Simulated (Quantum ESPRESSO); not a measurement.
# Strain and stress in In4NbOs2Zr

These are calculations, not measurements. They come from Quantum ESPRESSO 7.5, a public plane-wave density functional program. Each row is one single-point run on a made-up periodic cell of eight metal atoms, with elements, volume, strain and displacements drawn at random and not relaxed, so a cell may be unstable or far from any real phase. There is no spin polarisation or spin-orbit coupling.

Settings: PBE unless stated; PseudoDojo standard norm-conserving files; Fermi-Dirac width 0.25 eV, which means electrons at about 2900 K; cutoff 1116 eV; 5 x 4 x 4 k mesh shifted half a step off Gamma. E is the free energy of the whole cell (internal energy minus TS), so a -TS column is already part of it. Stress is positive in tension, and the pressure P is minus a third of its trace.

Checks: one run of this series was repeated at a higher cutoff and on a denser mesh, which moved values by no more than 0.003 eV, 0.03 GPa and 0.017 eV/Å, and a second program with other atomic files agreed on it to 2 % rms in force and 0.5 GPa in pressure. Known limits: heavy elements are run without spin-orbit coupling, which real alloys of them have; a spin test at this wide smearing found no moment, but such smearing suppresses magnetism that the real alloy may have.

The lattice is hexagonal close-packed, and the cell vectors in Å are (0.007, -0.013, -5.093); (0.024, 5.411, 0.015); (6.345, 0.027, -0.009), a volume of 174.89 Å³ in run 5. The elements on sites 1 to 8 are In In Zr In Os Os In Nb. Each run adds a stretch e along z to one drawn cell, with the atoms carried along. E is counted from run 5.

```
run  e (%)  s_xx (GPa)  s_yy (GPa)  s_zz (GPa)  s_xy (GPa)  P (GPa)  E (meV)
  1  -2.33       11.67       10.17       10.74       -0.18   -10.86   -403.2
  2  -1.86       11.90       10.51       11.36       -0.17   -11.26   -346.8
  3  -1.50       12.08       10.76       11.80       -0.17   -11.55   -301.8
  4  -0.77       12.42       11.24       12.66       -0.16   -12.11   -205.1
  5   0.64       13.01       12.08       14.13       -0.15   -13.07      0.0
  6   1.07           ?           ?           ?           ?        ?        ?
  7   2.36       13.65       12.96       15.62       -0.14   -14.07    277.6
```

## Worked fit

A parabola through the runs shown gives s_zz = 13.49 + 1.040 e - 0.060 e² GPa with e in per cent, an error of 0.002 on the linear term and a scatter of 0.01 GPa. The atoms are clamped and the cell is already under stress, so the slope belongs to this path and is not an elastic constant of a real alloy.

## Withheld run

Question: what s_zz should run 6 give?

The fit gives 14.53 ± 0.01 GPa. The calculation gave 14.54 GPa.
